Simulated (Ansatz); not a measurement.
Input and command of a plane-wave DFT calculation in Ansatz:

```yaml
crystal:
  lattice:
    - [2.649049671, 0.0, 0.0]
    - [-1.3245248355, 2.2941443109, 0.0]
    - [0.0, 0.0, 4.362061665]
  atoms:
    - { symbol: Rh, position: [0.6666666667, 0.3333333333, 0.75] }
    - { symbol: Rh, position: [0.3333333333, 0.6666666667, 0.25] }
basis:
  ecutwfc: 420
kpoints:
  mp_grid: { grid: [18, 18, 12] }
hamiltonian:
  xc: pbesol
scf:
  occupations: { method: gaussian, width: 0.15 }
output:
  forces: true
  stress: true
  eigenvalues: true
```

```bash
ansatz run input.yaml --threads 1 --pin off --max-ram 2560MiB --backend cpu --events-out ev --progress --plain --runs-dir out
```

Processor: Arm Neoverse V1, 1 thread, on a host shared with other jobs.

**Question.** Estimate time, memory and problem size.

**Answer.** About 6.2 s on 1 thread of Arm Neoverse V1, on a shared host, peak memory 0.37 GiB. It solves 21 bands at 259 k points (the mesh reduced by symmetry) with about 549 plane waves, in 6 SCF iterations.
